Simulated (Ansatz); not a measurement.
**Structure relaxation, Nb**

The start is a randomly generated symmetric cell of Nb (space group No. 194). Cell shape, volume and atoms are optimised at zero target pressure with r2SCAN (plane waves to 500 eV, PAW, scalar-relativistic; Ansatz, an electronic-structure program). The first steps use a coarse 13×13×5 k-mesh.

Initial structure:
```
Nb
1.0
    2.80550     0.00000     0.00000
   -1.40275     2.42964     0.00000
    0.00000     0.00000     6.28921
Nb
2
Direct
  0.33333   0.66667   0.25000
  0.66667   0.33333   0.75000
```

Problem. What pressure does the first self-consistent step give?

Solution. -11.7 GPa (negative: the cell is under tension).

Problem. By how much does the energy per atom fall from start to end?

Solution. 0.37 eV/atom.

Problem. How does the volume change?

Solution. -13.4 %, from 21.43 to 18.56 Å³/atom.

Problem. How do the shortest distances between atoms change?

Solution. The closest pairs of elements (up to four, under 3.6 Å), start → end: Nb–Nb 2.81 → 2.86 Å.

Problem. What band gap does the relaxed structure have at this level?

Solution. Zero (metallic).

Problem. Give the final cell and atomic positions.

Solution. 
Space group P6₃/mmc (No. 194); a = b = 2.8586 Å, c = 5.2458 Å, α = β = 90.00°, γ = 120.00°

```csv
atom,site,symmetry,x,y,z
Nb,2d,-6m2,0.6667,0.3333,0.2500
```

The space group stays P6₃/mmc (No. 194) (the run could not lower it); the end is hcp (Mg type), with 2 atoms in the primitive cell. Final values are on a 19×19×9 k-mesh of the relaxed cell. No spin polarisation in the result.

The run could not lower the symmetry of its start; a shaken copy of this end point relaxes with r2SCAN to Im-3m (No. 229), 0.31 eV/atom lower.

The relaxed structure here is a generated cell of Nb: the first start was made by a random draw of sites in a space group, and the end was not matched to a known phase here, so it may be hypothetical. Known forms of Nb include space group No. 229.
